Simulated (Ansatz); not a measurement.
**Phonons of LaRuSi**

Computed with Ansatz (plane waves, PAW, 420 eV cutoff): PBEsol, scalar-relativistic, no spin polarisation, Gaussian smearing of 0.15 eV; PAW files: Ansatz's generated set soft_2.

```
La Si Ru
1.0
     4.20663    0.00000    0.00000
     0.00000    4.20663    0.00000
     0.00000    0.00000    7.05198
La Si Ru
2 2 2
Direct
  0.50000 0.00000 0.68171
  0.00000 0.50000 0.31829
  0.50000 0.00000 0.16767
  0.00000 0.50000 0.83233
  0.00000 0.00000 0.00000
  0.50000 0.50000 0.00000
```

The chain of runs began from a cell as deposited in COD, expanded in volume.

Force constants come from finite displacements in a 2×2×1 supercell (the unit cell's 8×8×6 k-mesh, folded to it); the long-range dipole term is not included. Points in reciprocal vectors of this cell: Γ = (0.000, 0.000, 0.000), X = (0.000, 0.500, 0.000), M = (0.500, 0.500, 0.000), Z = (0.000, 0.000, 0.500), R = (0.000, 0.500, 0.500), A = (0.500, 0.500, 0.500).

The supercell isn't repeated along every axis, so wave vectors with a part along such an axis can't be had from it and are left out, and thermodynamic sums miss that dispersion.

Frequencies at the named points (cm⁻¹, imaginary ones negative):
```tsv
point	ω (cm⁻¹)
Γ	0 0 0 97 97 124 124 129 136 176 201 201 317 335 351 351 359 359
X	76 76 96 96 97 97 118 118 158 158 202 202 309 309 349 349 355 355
M	81 81 102 102 103 103 106 106 175 175 176 176 318 318 347 347 359 359
```

Question: Is the structure dynamically stable along this path, and where does the spectrum end?

Answer: Yes: no branch is imaginary beyond numerical noise. The highest frequency is 359 cm⁻¹, at Γ. Points that don't fit the supercell are interpolated.

Question: What does the harmonic approximation give for the vibrational free energy, entropy and heat capacity?

Answer: Zero-point energy 36.3 meV/atom.
```
T (K)  F_vib (meV/atom)  S (J/K per mole of atoms)  C_V (J/K per mole of atoms)
  100              31.9                       11.0                         14.3
  200              13.8                       23.3                         20.6
  300             -15.2                       32.1                         22.8
  400             -52.1                       38.8                         23.7
  500             -95.1                       44.2                         24.1
  600            -143.3                       48.6                         24.4
  700            -195.6                       52.3                         24.5
  800            -251.6                       55.6                         24.6
  900            -310.8                       58.5                         24.7
 1000            -372.8                       61.1                         24.7
```

The highest mode, 359 cm⁻¹, is worth 520 K. At 300 K the heat capacity has reached 91 % of the classical limit 3R = 24.9 J/K per mole of atoms.

The crystal is a metal or nearly so; low and unstable modes depend on mesh and smearing.

Run time: 2.9 min on 4 threads of Intel(R) Xeon(R) 6975P-C (Granite Rapids), with other jobs on the host, peak memory 4.3 GiB.

Spin–orbit coupling, which matters for such heavy elements, is left out.
